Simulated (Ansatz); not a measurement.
Consider the following.

LaN:
```yaml
crystal:
  lattice:
    - [4.44343, 0.00000, 0.00000]
    - [0.00000, 4.44343, 0.00000]
    - [0.00000, 0.00000, 3.69719]
  atoms:
    - { symbol: La, position: [0.50000, 0.00000, 0.26837] }
    - { symbol: La, position: [0.00000, 0.50000, 0.73163] }
    - { symbol: N, position: [0.50000, 0.50000, 0.00000] }
    - { symbol: N, position: [0.00000, 0.00000, 0.00000] }
```

This is the r²SCAN-relaxed structure.

Question: All from DFT-r²SCAN in the program Ansatz with PAW potentials, unless another level is named. Estimate the Bader charges.

Answer: La +1.72, N -1.72 e.

Question: Next, the electronic dielectric constant ε∞ (DFPT)?

Answer: 9.53 (xx = yy), 6.92 (zz).

Question: What about the static dielectric constant ε0 (ions relaxed, cell fixed)?

Answer: 46.4 (xx = yy), 13.2 (zz).

Question: And the Born charges (a third of the trace)?

Answer: La +4.06, N -4.06 e.

Space group P4/nmm. The workflow started from a Materials Project entry (that database holds measured and hypothetical structures alike); the Crystallography Open Database copy checked does not list it. COD files the formula under space group No. 225. Whether it is the stable phase at ambient conditions was not checked. The cell was relaxed with r²SCAN under the symmetry of its start. At this level the phase is mechanically unstable. Scalar-relativistic: spin–orbit coupling is off unless named, which matters more the heavier the elements.

Potentials: the later of the program's two PAW sets.
